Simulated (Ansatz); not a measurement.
WP2: pressure against volume

WP2, Cmc2_1, a = 3.183 Å, b = 11.170 Å, c = 4.991 Å. The structure is a COD entry; whether it is the stable form wasn't checked. Ansatz: r2SCAN, PAW, 500 eV, Γ-centred 12×12×8 mesh on 6 atoms, Gaussian smearing 0.10 eV; no spin polarisation. Shape and atoms are relaxed at each volume; pressure is positive in compression.

| V (Å³/atom) | P (GPa) |
| --- | --- |
| 13.012 | ? |
| 13.455 | 22.38 |
| 13.899 | 13.79 |
| 14.342 | 6.38 |
| 14.786 | 0.01 |
| 15.229 | -5.46 |
| 15.673 | -10.12 |
| 16.264 | -15.23 |

Task: Take V0 = 14.786 Å³/atom, count pressures from its P0 = 0.01 GPa, fit the third-order Birch–Murnaghan form to the other rows, and predict the missing pressure.

Result: With the Eulerian strain f = ½[(V0/V)^(2/3) − 1] and y = (P − P0)/[3f(1 + 2f)^(5/2)], the form is the line y = B0 + 1.5 B0 (B0′ − 4) f. Rows (f, y): 0.03245, 196.4; 0.02105, 196.8; 0.01027, 196.5; -0.00974, 196.6; -0.01905, 195.3; -0.03077, 193.5. Means f = 0.0007017, y = 195.85; Σ(Δf)² = 0.003003, ΣΔfΔy = 0.1200; the slope is their ratio. y = 195.8 + 39.96 f GPa, so B0 = 195.8 GPa and B0′ = 4 + 2 × (39.96)/(3 × 195.8) = 4.14. At V = 13.012, f = 0.04447, y = 197.58 and P = 32.63 GPa. The run gave 32.30 GPa, so the fit is 0.33 GPa too high, a small miss on the scale of the series.

Spin–orbit coupling is left out, which can shift energies with elements as heavy as these.